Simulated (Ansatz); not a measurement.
**Ansatz 0.2.0, settings compared: Cs₂KVF₆**

The command:

```bash
ansatz run input.yaml --threads 1 --pin off --max-ram 2560MiB --backend cpu --events-out ev --progress --plain --runs-dir out
```

Input:

```yaml
crystal:
  lattice:
    - [0.0, 4.535109, 4.535109]
    - [4.535109, 0.0, 4.535109]
    - [4.535109, 4.535109, 0.0]
  atoms:
    - { symbol: F, position: [0.785, 0.215, 0.215] }
    - { symbol: F, position: [0.215, 0.785, 0.215] }
    - { symbol: F, position: [0.215, 0.785, 0.785] }
    - { symbol: F, position: [0.785, 0.215, 0.785] }
    - { symbol: F, position: [0.215, 0.215, 0.785] }
    - { symbol: F, position: [0.785, 0.785, 0.215] }
    - { symbol: K, position: [0.5, 0.5, 0.5] }
    - { symbol: V, position: [0.0, 0.0, 0.0] }
    - { symbol: Cs, position: [0.25, 0.25, 0.25] }
    - { symbol: Cs, position: [0.75, 0.75, 0.75] }
  symmetry: { tolerance: 0.0003 }
kpoints:
  mp_grid: { grid: [4, 4, 4], shift: [0, 0, 0] }
magnetization:
  spin_polarized: false
scf:
  occupations: { method: fermi_dirac, width: 0.0531 }
hamiltonian:
  pseudopotentials: { kind: paw }
  xc: pbesol
basis:
  ecutwfc: 420
output:
  forces: true
  stress: true
  eigenvalues: true
```

Origin of the cell: a database entry, scaled a little.

Output of this run (shortened):

```
SCF iter   1: F=—  HF=-20386.973486 eV  Δρ=1.20e-2  dr2=1.75e-1  defer=5
SCF iter   2: F=—  HF=-20386.931706 eV  Δρ=5.51e-3  dr2=2.56e-2  defer=25
SCF iter   3: F=—  HF=-20386.929597 eV  Δρ=2.25e-3  dr2=1.13e-2  defer=25
SCF iter   4: F=—  HF=-20386.929112 eV  Δρ=1.71e-3  dr2=7.32e-3  defer=25
SCF iter   5: F=—  HF=-20386.928282 eV  Δρ=1.08e-3  dr2=3.50e-3  defer=25
SCF iter   6: F=—  HF=-20386.927576 eV  Δρ=3.72e-4  dr2=2.27e-4  defer=25
SCF iter   7: F=—  HF=-20386.927514 eV  Δρ=5.15e-5  dr2=4.07e-6  defer=25
SCF iter   8: F=—  HF=-20386.927684 eV  Δρ=7.16e-6  dr2=5.67e-8
SCF iter   9: F=-20386.927684 eV  HF=-20386.927684 eV  Δρ=1.50e-6  dr2=2.25e-9
SCF 1 converged in 9 iterations: F = -20386.927684 eV  dr2 = 2.25e-9
SCF converged after 9 iterations
Free energy (F): -20386.927684 eV
Harris-Foulkes:  -20386.927684 eV  (|F-HF|=3.42e-9)
Internal energy: -20386.733523 eV  (E = F + TS)
E sigma→0 (E₀):  -20386.830604 eV
Entropy (-TS):   -0.194161 eV (-19.416 meV/atom)
Fermi energy:    7.688351 eV
--- Per-component energies (eV) ---
  E_band       = -619.830968
  E_kinetic    = 2109.551215
  E_local      = -7068.599896  (includes V_loc(G=0)·N_el)
  E_nonlocal   = 474.852165
  E_hartree    = 2858.230435
  E_xc         = -1080.982939
  E_vxc        = -1190.319051  (∫ρ·V_xc dr)
  E_paw        = -12975.316054  (= ΣΔE_a)
  E_vpaw       = -661.786962  (= ΣTr[D̂ρ^β])
  E_aug_tail   = 0.012497  (compensation charges beyond the density's cutoff)
  E_ewald      = -4705.281488
  E_core_change = 0.800540  (= ΣΔE_core)
  E_smearing   = -0.194161  (= −TS)
  Σ components = -20386.927684   (vs F -20386.927684, Δ=0.00e0)
--- Forces (eV/Å), atoms counted from 1 ---
  atom   1  F     -0.123522     0.000000    -0.000000
  atom   2  F      0.000000    -0.123522     0.000000
[… 3 lines left out …]
  atom   6  F      0.000000     0.000000     0.123522
  atom   7  K      0.000000    -0.000000     0.000000
  atom   8  V      0.000000    -0.000000    -0.000000
  atom   9  Cs    -0.000000     0.000000    -0.000000
  atom  10  Cs     0.000000     0.000000     0.000000
  max |Σ_I F_I| component: 1.10e-16 eV/Å
--- Stress (GPa, compression-positive) ---
       -1.340628      -0.000000       0.000000
       -0.000000      -1.340628       0.000000
        0.000000       0.000000      -1.340628
  P = ⅓ Tr σ = -1.3406 GPa (-13.406 kbar)
```

The same input was run again with these changes:

1. `kpoints.mp_grid.grid` [4, 4, 4] → [1, 1, 1]; `scf.eigensolver.kind` default → davidson
2. `scf.occupations.width` 0.0531 → default; `scf.occupations.method` fermi_dirac → tetrahedron; `kpoints.mp_grid.shift` [0, 0, 0] → [0.5, 0.5, 0.5]
3. `accuracy` default → medium; `hamiltonian.dispersion` default → d3bjatm; `basis.ecutrho_ratio` default → 6
4. `basis.ecutwfc` 420 → "58.8 Ry"

| run | end | SCF iterations | P (GPa) | max force component (eV/Å) | gap on mesh (eV) | moment (μB) | ΔE(σ→0) (meV/atom) |
| --- | --- | --- | --- | --- | --- | --- | --- |
| base | converged | 9 | -1.34 | 0.124 | none | – | 0 |
| 1 | converged | 10 | 2.89 | 0.555 | – | – | 213.12 |
| 2 | converged | 10 | -1.50 | 0.153 | none | – | 5.19 |
| 3 | converged | 9 | -2.50 | 0.123 | none | – | – |
| 4 | converged | 9 | -1.35 | 0.125 | none | – | -3.93 |

Energies are compared only where functional, datasets, charge and starting cell are the same.

Not properties of the system: run 1 (too coarse or loose: `kpoints.mp_grid.grid` = [1, 1, 1]).

Caveats of the base run: no spin polarisation, so a magnetic state may lie lower; the k mesh is coarse if the cell is a metal.

Run 2: forces and stress under tetrahedra may miss the slope of the energy; the k mesh keeps only part of the crystal's symmetry.

The base run took 6.5 s on 1 thread of Arm Neoverse V2 (shared host), peak memory 0.46 GiB, from the program's own first density.
